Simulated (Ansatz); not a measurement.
## Elastic constants of AlNi2: input and output

Theory: Ansatz 0.2.0, DFT PBEsol, scalar-relativistic, plane waves, PAW.

Launched with:
```bash
ansatz run input.yaml --threads 2 --pin off --max-ram 6144MiB --backend cpu --events-out ev --progress --plain --runs-dir out
```

Input (bare energies are in eV):
```yaml
crystal:
  lattice:
    - [3.9798378, 0.0, 0.0]
    - [-1.9899189, 3.4466406378, 0.0]
    - [0.0, 0.0, 4.9039493065]
  atoms:
    - { symbol: Al, position: [0.3333333333, 0.6666666667, 0.1912944241] }
    - { symbol: Al, position: [0.6666666667, 0.3333333333, 0.8087055759] }
    - { symbol: Ni, position: [0.3333333333, 0.6666666667, 0.6856484368] }
    - { symbol: Ni, position: [0.6666666667, 0.3333333333, 0.3143515632] }
    - { symbol: Ni, position: [0.0, 0.0, 0.5] }
    - { symbol: Ni, position: [0.0, 0.0, 0.0] }
basis:
  ecutwfc: 420
kpoints:
  mp_grid: { grid: [12, 12, 8] }
hamiltonian:
  xc: pbesol
scf:
  occupations: { method: fermi_dirac, width: 0.15 }
output:
  forces: true
  stress: true
  eigenvalues: true
elastic:
  mode: relaxed_ion
  amplitude: 0.005
  stencil: two_point
```

From the output:
```
--- Elastic constants: 3 strain directions × 2 members + reference (group order 12) ---
  dense FFT box of the reference and of every strained cell: 27×27×36
  strains applied: 11, 33, 23; error gains: componentwise 1.00 (the most a stress slope's error grows in a printed constant), spectral 1.41 (1 for all six strains in a standard setting)
  reference relaxed by the batch: 2 steps; max|allowed force component| 6.47e-5 eV/Å at the deck's positions, 4.26e-5 at the last accepted step, 4.26e-5 by the solve of record
  largest displacement 2.5e-6 Å; the constants are those of the deck's cell at these positions:
  atoms:
    - { symbol: Al, position: [0.3333333333333333, 0.6666666666666666, 0.19129392236629988] }
    - { symbol: Al, position: [0.6666666666666666, 0.3333333333333333, 0.8087060776337003] }
    - { symbol: Ni, position: [0.3333333333333333, 0.6666666666666666, 0.6856484070226168] }
    - { symbol: Ni, position: [0.6666666666666666, 0.3333333333333333, 0.31435159297738324] }
    - { symbol: Ni, position: [-1.550186063077585e-36, -1.6734436670964217e-36, 0.5] }
    - { symbol: Ni, position: [-1.22538508146336e-36, -1.5279268264793416e-36, 1.4393721167610597e-23] }
  C = ∂σ_k/∂η_j (tension-positive GPa; Voigt order 11 22 33 23 13 12):
       332.896    149.155     86.813    -68.016     -0.000     -0.000
       149.155    332.896     86.813     68.016     -0.000     -0.000
        86.827     86.827    381.861      0.000     -0.000     -0.000
       -68.034     68.034      0.000     46.363      0.000     -0.000
        -0.000      0.000      0.000     -0.000     46.363    -68.034
        -0.000      0.000      0.000     -0.000    -68.016     91.871
  reference stress σ⁰ (GPa):     -0.002     -0.002     -0.005      0.000     -0.000      0.000
  C* (energy form; C + prestress term) asymmetry max|C*_kj − C*_jk| = 1.818e-2 GPa — a small one proves nothing (zero by symmetry where the batch's group is 432, −43m or m−3m); a large one is finite-difference/SCF noise where every solve ...
  moduli (Voigt/Reuss/Hill, GPa): K = 188.14/188.09/188.12   G = 85.24/-6.71/39.26   E = 110.13   ν = 0.402
  mechanically stable: NO (min eigenvalue of sym C = -3.15 GPa)
  strain η (Voigt 11):  stress-route row diagonal C_11 = 332.90 GPa, energy-path curvature d²(F+E_count+ΔE)/dδ²/Ω₀ = 332.90 GPa
         δ    σ_11 (GPa) F (eV) n_scf n_hpsi n_pw
    -5.000e-3      -1.6937      -24272.1579853      14  307494   1337   relax 4 steps, max|allowed force component| 4.20e-5 eV/Å
     5.000e-3       1.6353      -24272.1580281      14  298202   1353   relax 4 steps, max|allowed force component| 5.49e-6 eV/Å
  strain η (Voigt 33):  stress-route row diagonal C_33 = 381.86 GPa, energy-path curvature d²(F+E_count+ΔE)/dδ²/Ω₀ = 381.72 GPa
         δ    σ_33 (GPa) F (eV) n_scf n_hpsi n_pw
    -5.000e-3      -1.9606      -24272.1577025      13  114391   1337   relax 4 steps, max|allowed force component| 1.51e-5 eV/Å
     5.000e-3       1.8580      -24272.1577872      14  125535   1349   relax 3 steps, max|allowed force component| 1.69e-5 eV/Å
  strain η (Voigt 23):  stress-route row diagonal C_44 = 46.36 GPa, energy-path curvature d²(F+E_count+ΔE)/dδ²/Ω₀ = 46.33 GPa
         δ    σ_23 (GPa) F (eV) n_scf n_hpsi n_pw
    -5.000e-3      -0.2313      -24272.1595096      14  300904   1343   relax 4 steps, max|allowed force component| 4.82e-5 eV/Å
     5.000e-3       0.2323      -24272.1595087      14  300968   1343   relax 3 steps, max|allowed force component| 4.37e-5 eV/Å
```

The run took 7 min on 2 threads of Intel(R) Xeon(R) 6975P-C (Granite Rapids), with other jobs on the host, peak memory 1.1 GiB.

In a metal, frequencies and elastic constants depend on the k mesh and the smearing, soft modes and shear constants most. Spin polarisation was left out, and a magnetic state may lie lower.

As the tensor has a negative eigenvalue, the Reuss and Hill moduli of a polycrystal, and E and ν formed from them, have no physical meaning here.

The least eigenvalue is -3.2 GPa; in a metal on this mesh the verdict on stability isn't firm within about 20 GPa or a tenth of the bulk modulus.